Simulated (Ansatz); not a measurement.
Si2Mo (MoSi2 or CaC2 type, space group No. 139) at seven volumes, plane-wave PAW r²SCAN (Ansatz code), shape and atoms relaxed at each. One row is withheld.

| V (Å³/atom) | P (GPa) |
|---|---|
| 12.160 | 25.27 |
| 12.561 | 15.44 |
| 12.962 | 7.09 |
| 13.363 | 0.00 |
| 13.764 | -6.02 |
| 14.165 | ? |
| 14.566 | -15.44 |

Q: Fit the shown pressures and predict the withheld one.

A: P = (3/2)B₀(x^(7/2) − x^(5/2))[1 + (3/4)(B′ − 4)(x − 1)] with x = (V₀/V)^(2/3). Least squares on the six rows gives V₀ = 13.363 Å³/atom, B₀ = 217 GPa, B′ = 4.45. At V = 14.165, x = 0.9619 and P = -11.11 GPa. The run itself gave -11.12 GPa.

Space group I4/mmm (MoSi2 or CaC2 type). The cell was relaxed with r²SCAN under the symmetry of its start; of distortions, only those at the zone centre were tested. The run is not spin-polarised.

Potentials: the earlier of the program's two PAW sets.
